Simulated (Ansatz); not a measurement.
The relaxed structure here is a generated cell of WS2: the first start was made by placing the elements on the sites of a structure type, and the end was not matched to a known phase here, so it may be hypothetical. Known forms of WS2 include space group No. 194.

One starting cell of WS2 (a generated trial cell of WS2 in the AFLOW prototype A2B_hP9_150_ef_bd (C22, as in Fe2P)) was relaxed twice with Ansatz (plane waves, PAW, scalar-relativistic): with r2SCAN at 500 eV and with PBE at 420 eV. The r2SCAN result:

```yaml
crystal:
  lattice:
    - [6.27983, 0.00000, 0.00000]
    - [-3.13991, 5.43849, 0.00000]
    - [0.00000, 0.00000, 4.45178]
  atoms:
    - { symbol: S, position: [0.27997, 0.00000, 0.00000] }
    - { symbol: S, position: [0.00000, 0.27997, 0.00000] }
    - { symbol: S, position: [0.72003, 0.72003, 0.00000] }
    - { symbol: S, position: [0.62580, 0.00000, 0.50000] }
    - { symbol: S, position: [0.00000, 0.62580, 0.50000] }
    - { symbol: S, position: [0.37420, 0.37420, 0.50000] }
    - { symbol: W, position: [0.00000, 0.00000, 0.50000] }
    - { symbol: W, position: [0.33333, 0.66667, 0.77603] }
    - { symbol: W, position: [0.66667, 0.33333, 0.22397] }
```

```tsv
quantity	r2SCAN	PBE
space group	P321	P321
volume (Å³/atom)	16.89	16.88
a (Å)	6.280	6.324
c (Å)	4.452	4.386
gap (eV, no spin-orbit coupling)	0.00	0.00
```

Both levels end in the same structure; PBE's volume is within 0.5 % of r2SCAN's. Neither column is exact.

No spin polarisation in the result.

The run could not lose the symmetry of its start, so the end can be a saddle point.

Ansatz is a program for electronic structure.
